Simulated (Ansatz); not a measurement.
Relaxed-ion elastic tensor of SiNi in space group Pnma (No. 62; Si on 4c, Ni on 4c) in GPa (Voigt order), DFT-LDA in the program Ansatz with PAW potentials; density 6.26 g/cm³, 11.52 Å³ per atom.

```csv
,1,2,3,4,5,6
1,307,192,114,0.0,0.0,0.0
2,192,259,166,0.0,0.0,0.0
3,114,166,254,0.0,0.0,0.0
4,0.0,0.0,0.0,120,0.0,0.0
5,0.0,0.0,0.0,0.0,150,0.0
6,0.0,0.0,0.0,0.0,0.0,148
```

Question: Is the crystal mechanically stable?

Answer: Yes: the smallest eigenvalue of C is 64.7 GPa.

Question: Work out the Voigt, Reuss and Hill averages.

Answer: K_V = 196, K_R = 192, K_H = 194; G_V = 107, G_R = 77.2, G_H = 92.0 GPa.

Question: Give Young's modulus, Poisson's ratio, Pugh's ratio and the universal anisotropy index.

Answer: E = 9KG/(3K + G) = 238 GPa; ν = 0.29; K/G = 2.10 (ductile by the Pugh limit of 1.75); A_U = 5G_V/G_R + K_V/K_R − 6 = 1.94.

Question: Estimate the sound speeds and the Debye temperature.

Answer: v_l = √((K + 4G/3)/ρ) = 7110 m/s, v_t = √(G/ρ) = 3840 m/s, mean 4280 m/s; Θ = (h/k)(3n/4πV)^(1/3) v_m = 564 K.

Question: Solve the Christoffel equation for the three sound speeds along x, y, z.

Answer: Eigenvalues of C_ijkl n_j n_l equal ρv². In km/s, slowest first: x 4.86, 4.90, 7.00; y 4.38, 4.86, 6.44; z 4.38, 4.90, 6.37.

Question: How much does each axis shrink under pressure?

Answer: Linear compressibilities β_i = Σ_j S_ij (j = 1 to 3): x 1.7, y 0.95, z 2.5 per TPa.

The LDA relaxation kept the symmetry of its start. No spin polarisation was allowed. As this level gives no gap, shear constants depend on the k-mesh and smearing (Fermi–Dirac, 0.1 eV here). On the denser mesh and wider smearing of the elastic run this cell carries a stress of 0.5 GPa.

Potentials: the later of the program's two PAW sets.
